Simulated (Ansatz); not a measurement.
# TiO₂ — ⁴⁹Ti nuclear quadrupole resonance

Cell: a structure deposited in the COD, its atoms then relaxed with PBE in this cell.

Space group Pbca (No. 61); a = 5.1570, b = 9.1910, c = 5.4630 Å.

| site | Wyckoff | site symmetry | x | y | z |
| --- | --- | --- | --- | --- | --- |
| Ti | 8c | 1 | 0.1389 | 0.1290 | 0.9054 |
| O9 | 8c | 1 | 0.8161 | 0.0097 | 0.8510 |
| O17 | 8c | 1 | 0.4643 | 0.2299 | 0.8915 |

One atom of each set is listed.

Method: Kohn–Sham DFT in Ansatz, LDA, plane waves and PAW (field gradients read without the response of the frozen cores, which leaves them typically 4 to 6 % off), scalar-relativistic, 420 eV cutoff, Γ-centred 4×3×4 k-points, Fermi–Dirac smearing 0.02 eV.

⁴⁹Ti: I = 7/2, Q = 247.0 mb (year-2017 value). Static lattice, zero field.

(1) Predict the zero-field ⁴⁹Ti lines of each site.

(2) And for ⁴⁷Ti (I = 5/2, Q = 302.0 mb) on Ti?

## Answers

(1) For I = 7/2 and η = 0 the lines are |C_Q|/14 times 1, 2 and 3; η shifts the lowest up most.

| site | atoms | V_zz (10²¹ V/m²) | C_Q (MHz) | η | line frequencies (MHz) |
| --- | --- | --- | --- | --- | --- |
| Ti | 8 | 1.99 | 11.9 | 0.90 | 1.57, 2.11, 2.32 |

(2) C_Q scales with Q to 14.5 MHz, with lines at 3.60, 3.90, 7.50 MHz.

At this cell the LDA pressure is -9 GPa, so with LDA the cell would shrink if it were relaxed.

The run took 16 s of wall time (16 s of CPU time) and 0.8 GiB at its peak, on 1 thread of AMD EPYC 9R45 (Zen 5) (x86_64; 16 cores open to the job, memory cap 3.0 GiB, no GPU), a shared host with a load of 0.2 a core.
